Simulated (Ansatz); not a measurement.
AgI:
```xyz
4
Lattice="4.5604 0.0000 0.0000 -2.2802 3.9494 0.0000 0.0000 0.0000 7.4515" Properties=species:S:1:pos:R:3 pbc="T T T"
Ag     0.0000     2.6329     0.0179
Ag     2.2802     1.3165     3.7436
I      0.0000     2.6329     2.8130
I      2.2802     1.3165     6.5387
```

Relaxed with PBEsol.

### Question
Decompose the optical modes at the zone centre into irreducible representations, and say which are infrared and Raman allowed.

### Answer
Point group 6mm: Γ_opt = A1 + 2B1 + E1 + 2E2. Infrared: A1, E1. Raman: A1, E1, E2.

### Question
Assign frequencies (DFPT, plane-wave PAW PBEsol (Ansatz code); without the LO–TO term).

### Answer
E2 20, B1 78, A1 107, E1 108, E2 113, B1 124 cm⁻¹.

Subscripts of B labels follow the axes of the standard setting.

Space group P6_3mc (wurtzite). Symmetry was held in the PBEsol relaxation. The run is not spin-polarised. Scalar-relativistic: spin–orbit coupling is off unless named, which matters more the heavier the elements.

Potentials: the earlier of the program's two PAW sets. The files were generated under PBE; for other functionals the program regenerates the frozen cores, and for LDA and PBEsol the local potential too.
